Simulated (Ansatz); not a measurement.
ZnS:
```
ZnS
1.0
    3.84516     0.00000     0.00000
   -1.92258     3.33000     0.00000
    0.00000     0.00000     6.30554
Zn S
2 2
Direct
  0.66667   0.33333   0.99986
  0.33333   0.66667   0.49986
  0.66667   0.33333   0.62534
  0.33333   0.66667   0.12534
```

Tensor components refer to the Cartesian frame of this cell.

**Question.** Give the high-frequency dielectric tensor and the Born effective charge tensors of the independent atoms from DFPT, PBE in the plane-wave PAW code Ansatz.

**Answer.** 
ε∞:
```
5.83  0.00  0.00
0.00  5.83  0.00
0.00  0.00  5.99
```
Z* of atom 1 (Zn), rows: field, columns: displacement, in e:
```
1.97  0.00  0.00
0.00  1.97  0.00
0.00  0.00  2.08
```
Z* of atom 3 (S), rows: field, columns: displacement, in e:
```
-1.97   0.00   0.00
 0.00  -1.97   0.00
 0.00   0.00  -2.08
```

Static charges for comparison (Bader): Zn1 +0.89, S3 -0.89 e. Born charges measure polarisation by displacement and can exceed these by far.

Space group P6_3mc (wurtzite). Symmetry was held in the PBE relaxation; phonons on a q-mesh show no instability.

Potentials: the later of the program's two PAW sets.
